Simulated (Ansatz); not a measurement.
A geometry of PtS$_{2}$ away from equilibrium: step 2 of the relaxation of a generated cell, PtS2 built in the AFLOW prototype AB2_oI6_71_a_g (as in MoPt2). Level of theory: r2SCAN (plane waves to 500 eV, PAW, scalar-relativistic; Ansatz, an electronic-structure program). Γ-centred k-mesh 14×14×14 on the run's cell, Fermi–Dirac smearing 0.05 eV. The plane waves were selected for a different cell earlier on the path.

```yaml
crystal:
  lattice:
    - [-1.42544, 1.97276, 4.32609]
    - [1.42544, -1.97276, 4.32609]
    - [1.42544, 1.97276, -4.32609]
  atoms:
    - { symbol: Pt, position: [0.00000, 0.00000, 0.00000] }
    - { symbol: S, position: [0.63447, 0.63447, 0.00000] }
    - { symbol: S, position: [0.36553, 0.36553, 0.00000] }
```

Task: What forces act on the atoms (eV/Å)?

Result: 
| atom | Fx | Fy | Fz |
|---|---|---|---|
| Pt1 | 0.00 | 0.00 | 0.00 |
| S2 | 0.00 | 0.00 | -1.58 |
| S3 | 0.00 | 0.00 | 1.58 |

The path ends in I4/mmm (No. 139). The relaxed cell holds bonded S–S pairs (2.06 Å). No spin polarisation in the result.

The run could not lose the symmetry of its start, so the end can be a saddle point.

The end of the path is a generated cell of PtS2: the first start was made by placing the elements on the sites of a structure type, and the end was not matched to a known phase here, so it may be hypothetical. Known forms of PtS2 include space group No. 164.
